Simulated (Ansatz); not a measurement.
MoS$_{2}$:
```yaml
crystal:
  lattice:
    - [1.56318, 0.90250, 5.99107]
    - [-1.56318, 0.90250, 5.99107]
    - [0.00000, -1.80501, 5.99107]
  atoms:
    - { symbol: Mo, position: [0.99976, 0.99976, 0.99976] }
    - { symbol: S, position: [0.41948, 0.41948, 0.41948] }
    - { symbol: S, position: [0.24678, 0.24678, 0.24678] }
```

Tensor components refer to the Cartesian frame of this cell.

Problem. Give the proper piezoelectric stress tensor with relaxed ions from LDA (plane waves, PAW; program Ansatz).

Solution. In C/m², rows x, y, z, Voigt columns; mesh uncertainty up to 0.01.
```
 0.00   0.00   0.00   0.00   0.05   0.62
 0.62  -0.62   0.00   0.05   0.00   0.00
 0.01   0.01   0.16   0.00   0.00   0.00
```

The elastic tensor of the same run (GPa):

```
 245  61.6  16.3   5.0   0.0   0.0
61.6   245  16.3  -5.0   0.0   0.0
16.3  16.3  46.2   0.0   0.0   0.0
 5.0  -5.0   0.0  22.0   0.0   0.0
 0.0   0.0   0.0   0.0  22.0   5.0
 0.0   0.0   0.0   0.0   5.0  91.6
```

Problem. Convert to strain constants d = e·S.

Solution. In pC/N:
```
 0.0   0.0   0.0   0.0   0.7   6.7
 3.4  -3.4   0.0   0.7   0.0   0.0
-0.1  -0.1   3.6   0.0   0.0   0.0
```

Space group R3m. The LDA relaxation kept the symmetry of its start. No spin polarisation was allowed. A crystal of weakly bound layers computed without a dispersion correction: the cell and the soft elastic constants depend strongly on that. Signs of piezoelectric constants follow the polarity of the cell as given.

Potentials: the earlier of the program's two PAW sets. The files were generated under PBE; for other functionals the program regenerates the frozen cores, and for LDA and PBEsol the local potential too.
